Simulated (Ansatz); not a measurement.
K: how the k-point mesh moves the results

Theory: DFT PBEsol, scalar-relativistic, plane waves, PAW in Ansatz.

```cif
data_structure
_symmetry_space_group_name_H-M 'P 1'
_symmetry_Int_Tables_number 1
_cell_length_a 4.3975
_cell_length_b 4.4188
_cell_length_c 8.5794
_cell_angle_alpha 104.645
_cell_angle_beta 104.873
_cell_angle_gamma 89.146
_cell_volume 155.67
loop_
_atom_site_label
_atom_site_type_symbol
_atom_site_fract_x
_atom_site_fract_y
_atom_site_fract_z
_atom_site_occupancy
K1 K 0.40546 0.63365 0.75540 1
K2 K 0.59854 0.35869 0.23212 1
```

The plane-wave cutoff is 420 eV, the occupation rule is Gaussian smearing, 0.1 eV and the spin treatment is unpolarised.

The atoms are held and the k-point mesh is swept. Energies are extrapolated to zero smearing and count from the reference run, 8×8×4. The cell was strained and its atoms displaced at random, so that forces don't vanish. The meshes are Γ-centred. Pressure is positive in compression.

```csv
mesh,ΔE (meV/atom),P (GPa),largest change of a force component (eV/Å),irreducible points
1×1×1,-1190,-1.33,0.011,1
2×2×1,301,0.26,0.023,4
4×4×2,22.1,-0.10,0.003,20
6×6×4,2.36,-0.13,0.009,76
8×8×4,0.00,-0.13,0.000,132
```

This form isn't the element's structure at ambient conditions.